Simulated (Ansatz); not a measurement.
Question: Name crystals whose computed values (plane-wave PAW LDA (Ansatz code)) fall in these windows: highest Γ mode, no LO–TO term (cm⁻¹) 210 to 290; G_Hill (GPa) 37 to 52; B₀ by P(V) fit (GPa) 47 to 59.

Answer: 

```csv
crystal,"highest Γ mode, no LO–TO term (cm⁻¹)",G_Hill (GPa),B₀ by P(V) fit (GPa)
"Sr3SbN, anti-perovskite",243,44.1,55.0
"Mg2Ge, anti-fluorite",261,47.5,56.4
"Sr3BiN, anti-perovskite",233,42.8,52.6
"Sr3SnO, anti-perovskite",261,42.0,54.3
```
Others may fit too.

Standing as an ambient phase not checked: Sr3SbN, anti-perovskite; Sr3BiN, anti-perovskite; Sr3SnO, anti-perovskite. All cells were relaxed under the symmetry of their starts (and spin orders); stability against distortions was not tested throughout. Spin–orbit coupling is left out wherever it is not named.

Potentials: the later of the program's two PAW sets.
